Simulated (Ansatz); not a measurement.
All-electron LAPW in Ansatz 0.2.0 under PBE, scalar-relativistic, energies extrapolated to zero smearing. Slabs are 1×1 cells cut from bulk crystals relaxed on PAW files, with atoms then relaxed, 16 to 20 Å of vacuum, a dipole correction, k spacings of 0.16 to 0.26 Å⁻¹ and smearing of 0.02 to 0.1 eV, without spin–orbit coupling or spin polarisation. The bulk type named needn't be the stable one, and no reconstruction is allowed.

```tsv
slab	area (Å²)	γ (J/m²)	Φ (eV)	Δd12 (%)
bcc Mo (110), 1 layer	7.06	3.30	5.07	–
bcc Mo (100), 6 layers	9.99	3.19	3.85	?
bcc Mo (100), 1 layer	9.99	4.23	4.76	–
bcc Mo (110), 6 layers	7.06	2.83	4.54	-4.5
bcc Mo (110), 3 layers	7.06	2.91	4.67	?
bcc Mo (110), 5 layers	7.06	2.84	4.52	-4.8
bcc Mo (100), 4 layers	9.99	3.21	3.84	-14.9
```

Question: Fill in "Δd12 (%)" for the row "bcc Mo (100), 6 layers".

Answer: -13.1.

Question: Fill in "Δd12 (%)" for the row "bcc Mo (110), 3 layers".

Answer: -3.6.
